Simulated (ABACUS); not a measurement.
A self-consistent single point of TaN (P-6m2, 2 atoms in the cell; from Materials Project mp-1459, changed as shown).

```
TaN
1.0
    3.01021     0.00000     0.00000
   -1.50510     2.60691     0.00000
    0.00000     0.00000     2.90007
Ta N
1 1
Cartesian
  0.00000   0.00000   1.45003
  1.50510   0.86897   0.00000
```

Level of theory: ABACUS with PBEsol, numerical atomic orbitals DZP (confined pseudo-atomic orbitals with Gaussian additions; energy shift 0.01 Ry), PseudoDojo 0.4 standard norm-conserving PBEsol (tails mended) pseudopotentials.

ABACUS settings:

| key | value |
|---|---|
| basis | DZP numerical atomic orbitals, energy shift 0.01 Ry |
| KPT | Gamma 14 14 12 0 0 0 |
| basis_type | lcao |
| dft_functional | PBESOL |
| ecutwfc | 100 Ry |
| smearing_method | mp |
| smearing_sigma | 0.00734986 Ry |
| potentials | PseudoDojo 0.4 standard norm-conserving PBEsol (tails mended) |
| symmetry | 1 |
| symmetry_prec | 1e-05 |
| ks_solver | scalapack_gvx |
| scf_nmax | 100 |
| scf_thr | 1.0e-07 |
| mixing_type | broyden |
| mixing_beta | 0.7 |

Results:

* **Number of valence electrons**: 18
* **Number of bands**: 19
* **Number of k-points after the program's reduction**: 168
* **Size of the basis**: 39
* **Number of SCF iterations**: 10
* **Free energy E − TS**: -2054.4766 eV
* **Fermi level (on the code's own zero)**: 18.80 eV
* **Pressure**: -17.87 GPa

Stress (GPa, positive for compression):
```
-21.07    0.00    0.00
  0.00  -21.07    0.00
  0.00    0.00  -11.49
```

For comparison: a first run was changed to give this one (lattice vector c scaled by 0.98), and from it to this one the free energy falls by 27.1 meV/atom and the pressure goes from -23.82 to -17.87 GPa.

The atom-centred basis is finite, which shifts total energies and pressures against plane waves. The structure comes from a collection of computed structures, made at another level of theory; the collection holds predicted forms beside known ones. Its lattice was then scaled.

Cost on one core: very roughly 23 core-seconds.

The atomic orbitals were generated for these runs; they are not ABACUS's published sets and were checked against plane waves on a few crystals only.

“Tails mended”: in these copies of the files the far tail of each local potential was reset to the Coulomb form.
